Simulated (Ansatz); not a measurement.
Ansatz (a quantum-chemistry and plane-wave program) input:

Ansatz 0.2 input:
```yaml
crystal:
  lattice:
    - [0.0, 2.1558840498, 2.1558840498]
    - [2.1558840498, 0.0, 2.1558840498]
    - [2.1558840498, 2.1558840498, 0.0]
  atoms:
    - { symbol: F, position: [0.25, 0.25, 0.25] }
    - { symbol: Li, position: [0.0, 0.0, 0.0] }
kpoints:
  mp_grid: { grid: [10, 10, 10] }
basis: { xc_grid: 2 }
hamiltonian:
  xc: pbesol
  pseudopotentials: { kind: paw }
scf:
  occupations: { method: fixed }
output:
  optics: { e_range: [0.0, 15.0], de: 0.05, sigma: 0.1, bands: { spectra_wanted_up_to: 12 eV } }
```

Output (shortened):

```
output.optics: the spectra are integrated over the Brillouin zone by k·p interpolation around the k-points, where levels, occupations, output.optics.sigma and …
Pseudopotential: F, paw, valence charge 7
Pseudopotential: Li, paw, valence charge 3
Functional definition: PBEsol
Crystal: 2 atoms, lattice volume = 20.040 Å³
Basis set: ecut = 420 eV, 387 PW (Γ), exchange–correlation on 48×48×48 points (8 copies of the dense FFT grid, shifted against one another)
Bands: 9, of which v1, the nominal top of the filled ones, is band 5 counted from 1 (4 counted from 0)
Symmetry: 24 space group operations
Space group: F-43m (ITA 216), of the structure as read, at distance tolerance 2.7e-5 Å
k-points: 47 of 1000 (time reversal used)
SCF iter   1: F=—  HF=-1006.497640 eV  |F-HF|=—  |Δ(HF+E_count)|=         —  Δρ=1.28e-2  dr2=2.01e-2  ethr=1.77e-3  ⟨swp⟩=4.0  Hψ=2453  notcnv=0  defer=71
preconditioner: auto → none
SCF iter   2: F=—  HF=-1006.492064 eV  |F-HF|=—  |Δ(HF+E_count)|=   5.58e-3  Δρ=5.47e-3  dr2=3.11e-3  ethr=2.01e-4  ⟨swp⟩=2.5  Hψ=1062  notcnv=0  defer=90
SCF iter   3: F=—  HF=-1006.490986 eV  |F-HF|=—  |Δ(HF+E_count)|=   1.08e-3  Δρ=6.41e-4  dr2=3.89e-5  ethr=3.11e-5  ⟨swp⟩=2.4  Hψ=682  notcnv=0  defer=90
SCF iter   4: F=—  HF=-1006.490950 eV  |F-HF|=—  |Δ(HF+E_count)|=   3.64e-5  Δρ=6.10e-5  dr2=4.03e-7  ethr=3.89e-7  ⟨swp⟩=2.0  Hψ=756  notcnv=0  defer=90
SCF iter   5: F=—  HF=-1006.490986 eV  |F-HF|=—  |Δ(HF+E_count)|=   3.64e-5  Δρ=8.38e-6  dr2=1.13e-8  ethr=4.03e-9  ⟨swp⟩=2.2  Hψ=638  notcnv=0
SCF iter   6: F=—  HF=-1006.490986 eV  |F-HF|=—  |Δ(HF+E_count)|=   1.19e-8  Δρ=6.53e-7  dr2=6.24e-11  ethr=1.13e-10  ⟨swp⟩=2.0  Hψ=564  notcnv=0
SCF iter   7: F=-1006.490986 eV  HF=-1006.490986 eV  |F-HF|=0.00e0  |Δ(HF+E_count)|=  1.36e-10  Δρ=4.26e-8  dr2=1.92e-13  ethr=1.00e-12  ⟨swp⟩=3.7  Hψ=1472  notcnv=0
SCF 1 converged in 7 iterations: F = -1006.490986 eV  dr2 = 1.92e-13
NSCF: frozen V_eff on 47 k-points
Optics k sum: 0 of 47 k-points
Optics k sum: 3 of 47 k-points
Optics k sum: 5 of 47 k-points
Optics k sum: 8 of 47 k-points
Optics k sum: 10 of 47 k-points
Optics k sum: 12 of 47 k-points
Optics k sum: 15 of 47 k-points
Optics k sum: 17 of 47 k-points
Optics k sum: 19 of 47 k-points
Optics k sum: 22 of 47 k-points
Optics k sum: 24 of 47 k-points
Optics k sum: 26 of 47 k-points
Optics k sum: 29 of 47 k-points
Optics k sum: 31 of 47 k-points
Optics k sum: 33 of 47 k-points
Optics k sum: 36 of 47 k-points
Optics k sum: 38 of 47 k-points
Optics k sum: 40 of 47 k-points
Optics k sum: 43 of 47 k-points
Optics k sum: 45 of 47 k-points
Optics k sum: 47 of 47 k-points
Optics k sum: 0 of 47 k-points
Optics k sum: 3 of 47 k-points
Optics k sum: 5 of 47 k-points
Optics k sum: 8 of 47 k-points
Optics k sum: 10 of 47 k-points
Optics k sum: 12 of 47 k-points
Optics k sum: 15 of 47 k-points
Optics k sum: 17 of 47 k-points
Optics k sum: 19 of 47 k-points
Optics k sum: 22 of 47 k-points
Optics k sum: 24 of 47 k-points
Optics k sum: 26 of 47 k-points
Optics k sum: 29 of 47 k-points
Optics k sum: 31 of 47 k-points
Optics k sum: 33 of 47 k-points
Optics k sum: 36 of 47 k-points
Optics k sum: 38 of 47 k-points
Optics k sum: 40 of 47 k-points
Optics k sum: 43 of 47 k-points
Optics k sum: 45 of 47 k-points
Optics k sum: 47 of 47 k-points
NSCF: frozen V_eff on 1 k-points
NSCF: frozen V_eff on 1 k-points
output.optics: what the bands over the 11 summed would add to eps1, eps2 and the energy-loss function is held between a lower and an upper bound (7 Lanczos …
SCF converged after 7 iterations
Free energy (F): -1006.490986 eV
Harris-Foulkes:  -1006.490986 eV  (|F-HF|=0.00e0)
Internal energy: -1006.490986 eV  (E = F + TS)
E sigma→0 (E₀):  -1006.490986 eV
Fermi energy:    -1.038375 eV
--- Per-component energies (eV) ---
  E_band       = -132.629456
  E_kinetic    = 229.763521
  E_local      = -737.441327  (includes V_loc(G=0)·N_el)
  E_nonlocal   = 40.923428
  E_hartree    = 264.084017
  E_xc         = -90.063718
  E_vxc        = -116.238832  (∫ρ·V_xc dr)
  E_paw        = -213.521446  (= ΣΔE_a)
  E_vpaw       = -77.806225  (= ΣTr[D̂ρ^β])
  E_aug_tail   = 0.001954  (compensation charges beyond the density's cutoff)
  E_ewald      = -500.279858
  E_core_change = 0.042443  (= ΣΔE_core)
  E_smearing   =  0.000000  (= −TS)
  E_closure    = 0.000000  (closes the sum)
  Σ components = -1006.490986   (vs F -1006.490986, Δ=0.00e0)
  [band-id]    e_kinetic+e_local+e_nonlocal+2·e_hartree+e_vxc+e_vpaw+e_augmentation_tail = -132.629446   (vs E_band -132.629456, Δ=9.83e-6)
--- Band table (eV; the first three rows and the last of 47) ---
  k-point 0: bands = ["-40.7388", "-20.2280", "-1.0384", "-1.0384", "-1.0384", "6.6346", "18.2254", "18.2254", "18.2254"]
  k-point 1: bands = ["-40.7351", "-20.2118", "-1.2603", "-1.0641", "-1.0641", "6.9199", "17.9838", "18.2825", "18.2825"]
  k-point 2: bands = ["-40.7254", "-20.1688", "-1.8014", "-1.1304", "-1.1304", "7.6935", "17.1293", "18.3348", "18.3348"]
  k-point 46: bands = ["-40.6877", "-19.9942", "-2.4825", "-1.9890", "-1.8071", "10.6318", "14.3058", "15.7936", "18.8405"]
```

Cost: very roughly 11 core-seconds on shared cores.

The start of the workflow was typed in or built on a structure type; neither database checked (COD, Materials Project) lists it. It is not the phase usual at ambient conditions (space group No. 225). Symmetry was held in the PBEsol relaxation; phonons on a q-mesh show no instability.

Potentials: the later of the program's two PAW sets.

Ansatz is a plane-wave DFT program.
